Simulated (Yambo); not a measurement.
```
CELL_PARAMETERS angstrom
      3.84362     0.00000     0.00000
      0.00000     3.84362     0.00000
      0.00000     0.00000     9.08454
ATOMIC_POSITIONS crystal
  O  0.00000 0.00000 0.50000
  O  0.50000 0.50000 0.50000
  I  0.50000 0.00000 0.17472
  I  0.00000 0.50000 0.82528
  Lu 0.00000 0.50000 0.38169
  Lu 0.50000 0.00000 0.61831
```

LuIO (space group P4/nmm, No. 129): mean Im ε in 1 eV windows above the direct gap of 4.74 eV, for different electron-hole kernels (Yambo, broadening 0.15 eV, PBEsol (pw.x of Quantum ESPRESSO, ONCV potentials, scalar-relativistic) bands; 6×6×2 mesh, 20 valence and 10 conduction bands, static screening with 89 bands and a 3 Ry block, scissor 1.38 eV, Tamm-Dancoff; field along x).

```
window (eV)  independent quasiparticles  BSE
-----------  --------------------------  ---
4.7 to 5.7                          2.3  9.0
5.7 to 6.7                          8.1  9.3
6.7 to 7.7                          8.8  8.3
```

This run doesn't resolve bound excitons or single peaks, so only averages are given, and they too depend on the mesh; weight that the attraction moves below the gap isn't listed. All transitions below 8.16 eV are in the band window. The scissor comes from a G0W0 run whose convergence isn't established.

Spin-orbit coupling is left out, which matters for elements this heavy: edges can move by tenths of an eV. The 4f states are in the valence at their DFT position.

Geometry relaxed with PBE+D3(BJ).
